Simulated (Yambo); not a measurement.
# How GW settings move the gap: CsCaH3

G0W0@PBEsol for CsCaH3 (cubic perovskite, space group Pm-3m, No. 221) in Yambo. Reference settings: 4×4×4 Γ-centred k mesh, 175 bands and a 8 Ry block in the screening, 175 bands in G with the Bruneval-Gonze terminator, plasmon pole fitted at 27.2 eV. The PBEsol gap M → M on this mesh is 2.95 eV; G0W0 gaps are taken between the same points.

| change from the reference | G0W0 gap M → M (eV) | shift of the valence edge (eV) | rough Yambo cost |
|---|---|---|---|
| reference settings | 5.40 | -1.60 | 1 |
| 60 bands in W, 60 bands in G | 5.34 | -1.32 | about 1/3 |
| 109 bands in W, 109 bands in G | 5.38 | -1.52 | within a factor of two |
| 60 bands in G | 5.39 | -1.55 | – |
| 109 bands in G | 5.40 | -1.59 | – |
| 74 bands in W | 5.37 | -1.43 | within a factor of two |
| 2 Ry block | 5.12 | -1.27 | about 1/2 |
| 3 Ry block | 5.19 | -1.39 | within a factor of two |
| 7 Ry block | 5.40 | -1.59 | within a factor of two |
| pole fitted at 40 eV | 5.42 | -1.65 | – |
| no random integration | 5.35 | -1.44 | – |
| 2×2×2 mesh | 5.24 | -1.48 | about 1/10 |
| 60 bands in G, no terminator | 5.40 | -1.24 | – |
| 109 bands in G, no terminator | 5.43 | -1.46 | – |
| no terminator | 5.43 | -1.55 | – |

The reference isn't shown to be the converged limit. Costs are rough (shared machines), scaled to the same edge states, and given only for runs that recompute the screening.

The cell is held in this high symmetry; tilts and polar distortions were not searched.

Geometry of the Materials Project entry, not relaxed at this level; primitive cell a = 4.621 Å, b = 4.621 Å, c = 4.621 Å, α = 90.00°, β = 90.00°, γ = 90.00°.

The structure is a Materials Project entry; no match was found in the copy of COD used, and its stability was not checked.

A shift is the quasiparticle energy of the state minus its PBEsol energy.
